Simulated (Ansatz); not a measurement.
Ge$_{2}$Sb$_{2}$TeSe$_{4}$:
```yaml
crystal:
  lattice:
    - [3.99637, 0.00000, 0.00000]
    - [-1.99818, 3.46096, 0.00000]
    - [0.00000, 0.00000, 17.15886]
  atoms:
    - { symbol: Ge, position: [0.00000, 0.00000, 0.34230] }
    - { symbol: Ge, position: [0.00000, 0.00000, 0.65770] }
    - { symbol: Sb, position: [0.33333, 0.66667, 0.12312] }
    - { symbol: Sb, position: [0.66667, 0.33333, 0.87688] }
    - { symbol: Te, position: [0.00000, 0.00000, 0.00000] }
    - { symbol: Se, position: [0.33333, 0.66667, 0.78510] }
    - { symbol: Se, position: [0.66667, 0.33333, 0.21490] }
    - { symbol: Se, position: [0.33333, 0.66667, 0.41488] }
    - { symbol: Se, position: [0.66667, 0.33333, 0.58512] }
```

Relaxed with r²SCAN+D4. Special points in fractions of this cell's reciprocal vectors: Γ (0.000, 0.000, 0.000); M (0.500, 0.000, 0.000); K (0.333, 0.333, 0.000); A (0.000, 0.000, 0.500); L (0.500, 0.000, 0.500); H (0.333, 0.333, 0.500).

### Question
List the band energies nearest the Fermi level at these points for plane-wave PAW r²SCAN+D4 with spin–orbit coupling (Ansatz code).

### Answer
In eV from the Fermi level; about four levels below and three above (degenerate sets whole), none deeper than 8.9 eV; points with the same levels are listed once.

```json
[
 {"k": "Γ", "below": "-1.17 -1.17 -0.06 -0.06", "above": "0.11 0.11 0.48 0.48"},
 {"k": "M", "below": "-1.37 -1.37 -1.13 -1.13", "above": "0.19 0.19 0.77 0.77"},
 {"k": "K", "below": "-1.76 -1.76 -1.18 -1.18", "above": "0.82 0.82 0.87 0.87"},
 {"k": "A", "below": "-0.98 -0.98 -0.06 -0.06", "above": "0.10 0.10 0.48 0.48"},
 {"k": "L", "below": "-2.08 -2.08 -0.65 -0.65", "above": "0.03 0.03 0.82 0.82"},
 {"k": "H", "below": "-1.86 -1.86 -1.62 -1.62", "above": "1.00 1.00 1.07 1.07"}
]
```

Space group P-3m1. The start of the workflow was typed in or built on a structure type; neither database checked (COD, Materials Project) lists it. Its standing as an ambient phase is unchecked. The r²SCAN+D4 relaxation kept the symmetry of its start; whether a distortion lowers the energy is not shown. A small band overlap can be real or an error of a semilocal functional.

Potentials: the later of the program's two PAW sets.
